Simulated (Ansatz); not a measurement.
Relaxed CsPbCl$_{3}$ (cubic perovskite):

```
CELL_PARAMETERS angstrom
      5.61855     0.00000     0.00000
      0.00000     5.61855     0.00000
      0.00000     0.00000     5.61855
ATOMIC_POSITIONS crystal
  Cs 0.00000 0.00000 0.00000
  Pb 0.50000 0.50000 0.50000
  Cl 0.00000 0.50000 0.50000
  Cl 0.50000 0.50000 0.00000
  Cl 0.50000 0.00000 0.50000
```

Scan: atom 2 (Pb, nearest neighbour Cl at 2.809 Å; its periodic images, 5.6 Å or more away, move with it) is displaced along Cartesian [110], direction (0.707, 0.707, 0.000) in Cartesian axes, by s. The other atoms stay.

The numbers are results of PBEsol (plane waves to 420 eV, PAW, scalar-relativistic; Ansatz, an electronic-structure program), not measurements. k mesh 5×5×5 (Γ-centred), Fermi-Dirac smearing 0.05 eV. E stands for the smeared free energy. Stress and pressure are positive under compression. F∥ is the force on the atom along that direction. CsPbCl3 was relaxed with its symmetry unable to fall. Spin-orbit coupling is left out, though Pb is heavy. This is a high-temperature form of CsPbCl3. The zero of ΔE is the undisplaced structure.

| s (Å) | ΔE (meV/cell) | F∥ (eV/Å) | P (GPa) |
|---|---|---|---|
| -0.560 | 610 | 2.824 | 2.46 |
| -0.448 | 346 | 1.918 | 1.55 |
| -0.336 | 173 | 1.204 | 0.85 |
| -0.224 | 69 | 0.675 | 0.35 |
| -0.112 | 16 | 0.295 | 0.06 |
| 0.000 | 0 | 0.000 | -0.04 |
| 0.112 | 16 | -0.295 | 0.06 |
| 0.224 | 69 | -0.675 | 0.35 |
| 0.336 | 173 | -1.204 | 0.85 |
| 0.448 | 346 | -1.918 | 1.55 |
| 0.560 | 610 | -2.824 | 2.46 |

Read from the data:

| Item | Value |
|---|---|
| Energy at s = 0.560 Å | 610 meV/cell |
| Force along the line at s = -0.560 Å | 2.82 eV/Å |
| Symmetry of the curve | even: the same for both signs |
| Shape of the curve | a single well with its minimum at or next to zero displacement |
| Force constant k = d²E/ds² at s = 0 (finite differences) | 2.51 eV/Å² |
| Harmonic estimate at the end of the scan | ½ks² = 394 meV/cell against the computed 610 meV/cell, so the well is stiffer than harmonic there |

(A displaced cell: forces are minus the slopes of the energy, force constants its curvatures, and phonons follow from these.)
